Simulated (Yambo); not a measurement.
Yambo run on Cs3YF6 (space group Fm-3m, No. 225). The wavefunctions come from this Quantum ESPRESSO step (LDA, PseudoDojo standard norm-conserving files, scalar-relativistic):

```
&CONTROL
  calculation = 'nscf'
  pseudo_dir = './pseudo'
  outdir = './out'
/
&SYSTEM
  ibrav = 0
  nat = 10
  ntyp = 3
  ecutwfc = 84.0
  ecutrho = 336.0
  occupations = 'fixed'
  force_symmorphic = .true.
  nbnd = 350
/
&ELECTRONS
  conv_thr = 1e-08
  diago_full_acc = .true.
  diago_thr_init = 1e-08
/
ATOMIC_SPECIES
F 18.9984 F.upf
Y 88.9058 Y.upf
Cs 132.9055 Cs.upf
CELL_PARAMETERS angstrom
  0.000000000000   4.955595000000   4.955595000000
  4.955595000000   0.000000000000   4.955595000000
  4.955595000000   4.955595000000   0.000000000000
ATOMIC_POSITIONS crystal
F   0.781760000000   0.218240000000   0.218240000000
F   0.218240000000   0.781760000000   0.781760000000
F   0.218240000000   0.781760000000   0.218240000000
F   0.781760000000   0.218240000000   0.781760000000
F   0.218240000000   0.218240000000   0.781760000000
F   0.781760000000   0.781760000000   0.218240000000
Y   0.000000000000   0.000000000000   0.000000000000
Cs   0.750000000000   0.750000000000   0.750000000000
Cs   0.250000000000   0.250000000000   0.250000000000
Cs   0.500000000000   0.500000000000   0.500000000000
K_POINTS automatic
2 2 2 0 0 0
```

Yambo input:

```
rim_cut
gw0
dyson
el_el_corr
HF_and_locXC
ppa
em1d
RandQpts= 1000000
RandGvec= 1 Ry
EXXRLvcs= 84 Ry
VXCRLvcs= 336 Ry
Chimod= "HARTREE"
% BndsRnXp
 1 | 349 |
%
NGsBlkXp= 7 Ry
% LongDrXp
 1.0 | 1.0 | 1.0 |
%
PPAPntXp= 27.2114 eV
% GbndRnge
 1 | 349 |
%
GTermKind= "BG"
DysSolver= "n"
ExtendOut
% QPkrange
 1 | 1 | 40 | 41 |
 2 | 2 | 40 | 41 |
 3 | 3 | 40 | 41 |
%
```

k points by index: 1 = Γ, 2 = L, 3 = X.

Resulting energies as the program prints them:

```
#    K-point    Band    Eo [eV]    E [eV]    E-Eo [eV]    Vxc [eV]    Vnlxc [eV]    Sc|Eo [eV]    Sc|E [eV]    dSc/dw|Eo [eV]    Re(Z)    Im(Z)
#
    1    40    -0.059682    -2.247459    -2.187778    -21.59728    -28.78016    4.472921    4.995101    -6.494384    0.807319    -0.001241
    1    41    5.617778    6.961986    1.344208    -7.822240    -3.421287    -2.892178    -3.056746    -3.331236    0.890931    -0.706506E-3
    2    40    -0.279145    -2.519525    -2.240380    -21.48467    -29.11280    4.819146    5.387750    -6.905646    0.797587    -0.001377
    2    41    7.281459    8.712422    1.430964    -8.909315    -4.480263    -2.808167    -2.998089    -3.611380    0.882833    -0.762337E-3
    3    40    0.000000    -2.176937    -2.176937    -21.56798    -28.70633    4.442590    4.961413    -6.484760    0.807550    -0.001249
    3    41    7.212335    8.657928    1.445593    -8.857604    -4.470897    -2.749217    -2.941113    -3.612010    0.882815    -0.759963E-3
```
(The two width columns are left out.) Convergence of these settings isn't established.

Geometry of the Materials Project entry, not relaxed at this level.

The structure is a Materials Project entry; no match was found in the copy of COD used, and its stability was not checked.
